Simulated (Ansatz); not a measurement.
# WS2 with carbon replacing W: gradients before and after relaxing the atoms

Start: a supercell of WS2 (space group P6_3/mmc) built from an entry of the Crystallography Open Database (COD) (the entry's cell lengths or inner coordinates differ somewhat from later room-temperature determinations), with all atoms left at the host's positions.

```
C W S
1.0
     6.36000    0.00000    0.00000
    -4.77000    8.26188    0.00000
     0.00000    0.00000   12.50000
C W S
1 11 24
Direct
  0.16667 0.22222 0.25000
  0.16667 0.55556 0.25000
  0.16667 0.88889 0.25000
  0.66667 0.22222 0.25000
  0.66667 0.55556 0.25000
  0.66667 0.88889 0.25000
  0.33333 0.11111 0.75000
  0.33333 0.44444 0.75000
  0.33333 0.77778 0.75000
  0.83333 0.11111 0.75000
  0.83333 0.44444 0.75000
  0.83333 0.77778 0.75000
  0.16667 0.22222 0.62500
  0.16667 0.55556 0.62500
  0.16667 0.88889 0.62500
  0.66667 0.22222 0.62500
  0.66667 0.55556 0.62500
  0.66667 0.88889 0.62500
  0.33333 0.11111 0.12500
  0.33333 0.44444 0.12500
  0.33333 0.77778 0.12500
  0.83333 0.11111 0.12500
  0.83333 0.44444 0.12500
  0.83333 0.77778 0.12500
  0.16667 0.22222 0.87500
  0.16667 0.55556 0.87500
  0.16667 0.88889 0.87500
  0.66667 0.22222 0.87500
  0.66667 0.55556 0.87500
  0.66667 0.88889 0.87500
  0.33333 0.11111 0.37500
  0.33333 0.44444 0.37500
  0.33333 0.77778 0.37500
  0.83333 0.11111 0.37500
  0.83333 0.44444 0.37500
  0.83333 0.77778 0.37500
```

Sites (sets of like atoms) are named by element and the number of their first atom in this list.

The numbers come from a DFT calculation in Ansatz (PBE, plane waves and PAW, scalar-relativistic, 420 eV cutoff, Γ-centred 4×3×2 k-points, Fermi–Dirac smearing 0.01 eV).

The largest force at the start is 0.98 eV/Å. Relaxing the ions at fixed cell moves them by 1.263 Å at most (atom 1, C) and 0.238 Å rms.

| site | atom | moved (Å) | first shell before | first shell after | V_zz before (10²¹ V/m²) | η before |
| --- | --- | --- | --- | --- | --- | --- |
| C | 1 | 1.263 | 6 S at 2.41 Å | 2 S at 1.79 Å, 2 W at 2.16–2.30 Å; also 2 S at 2.66 Å | -0.59 | 0.98 |
| W2 | 2 | 0.090 | 6 S at 2.41 Å | 6 S at 2.37–2.44 Å | -24.2 | 0.45 |
| W3 | 3 | 0.155 | 6 S at 2.41 Å | 1 C at 2.16 Å, 6 S at 2.38–2.45 Å | -23.0 | 0.47 |
| W4 | 4 | 0.053 | 6 S at 2.41 Å | 6 S at 2.30–2.45 Å | -22.6 | 0.17 |
| W5 | 5 | 0.060 | 6 S at 2.41 Å | 6 S at 2.37–2.43 Å | -23.1 | 0.47 |
| W6 | 6 | 0.103 | 6 S at 2.41 Å | 1 C at 2.30 Å, 6 S at 2.43–2.46 Å | -22.5 | 0.46 |
| S19 | 19 | 0.313 | 2 W at 2.41 Å, 1 C at 2.41 Å | 1 C at 1.79 Å | -3.49 | 0.51 |
| S20 | 20 | 0.090 | 1 C at 2.41 Å, 2 W at 2.41 Å | 2 W at 2.37 Å, angle 82° | -4.55 | 0.88 |
| S22 | 22 | 0.228 | 2 W at 2.41 Å, 1 C at 2.41 Å | 2 W at 2.30–2.43 Å, 1 C at 2.66 Å; also 5 S at 3.04–3.26 Å | -3.60 | 0.67 |
| S24 | 24 | 0.068 | 3 W at 2.41 Å | 3 W at 2.40–2.46 Å; also 1 C at 2.90 Å, 1 S at 3.05 Å | -4.81 | 0.16 |

(1) How do the gradients change?

Results:

(1) 

| site | atom | V_zz after | η after | change of V_zz |
| --- | --- | --- | --- | --- |
| C | 1 | 1.61 | 0.36 | +2.20 |
| W2 | 2 | 24.9 | 0.99 | – |
| W3 | 3 | 20.9 | 0.19 | – |
| W4 | 4 | -28.5 | 0.46 | -5.93 |
| W5 | 5 | -21.6 | 0.67 | +1.47 |
| W6 | 6 | -14.04 | 0.59 | +8.43 |
| S19 | 19 | 10.99 | 0.95 | – |
| S20 | 20 | -7.13 | 0.11 | -2.58 |
| S22 | 22 | 7.14 | 0.46 | – |
| S24 | 24 | -2.98 | 0.44 | +1.83 |

The largest change of V_zz along a kept axis is on W6, from -22.5 to -14.04. The whole tensor moves most on W3, by 29.34 along its most changed direction. In per cent, |V_zz| changes by -38 to +26 on W, -38 to +57 on S (all sites that start above 2, bar those whose gradient vanishes or changes sign or whose main axis turns by over 40°). Where |V_zz| stays above 0.1 and the axes keep their order, η moves most on C, from 0.98 to 0.36. On W4, W6, S24, S20 V_xx and V_yy change places (or their axes turn by over 50°), so the two values of η hide a larger change. V_zz changes sign on C (same axis). On W2, W3, S22, S19 the largest principal value lies along another axis in the second run, so the two V_zz can't be compared directly. The table leaves out 14 of the 24 sites, with |V_zz| up to 17.92; their tensors move by 1.52 at most along any direction. The statements above cover all sites. The host's own positions weren't relaxed first, so part of the change far from the defect can be the host's relaxation.

The run isn't spin-polarised, and a state with spin may lie lower. The defect repeats with the cell of 36 atoms, so it feels its images: sites between two images don't show the values beside a lone defect, and zeros or small values of η there can come from the images' arrangement. S and W carry a gradient in the pure host already, so the values there aren't the defect's effect alone. The defect cell has no gap above 0.1 eV on its mesh, so the values can hang on the smearing and the k-mesh. Without spin–orbit coupling the gradients at and beside W can be off by some per cent, at some sites by more.
Before: The neighbours have not yet relaxed around the defect (largest force 0.98 eV/Å), so a real crystal will differ.
After: The relaxation keeps the site symmetry m of the start, so the impurity can move only within its mirror plane; a distortion that would localise the partly filled state isn't explored.
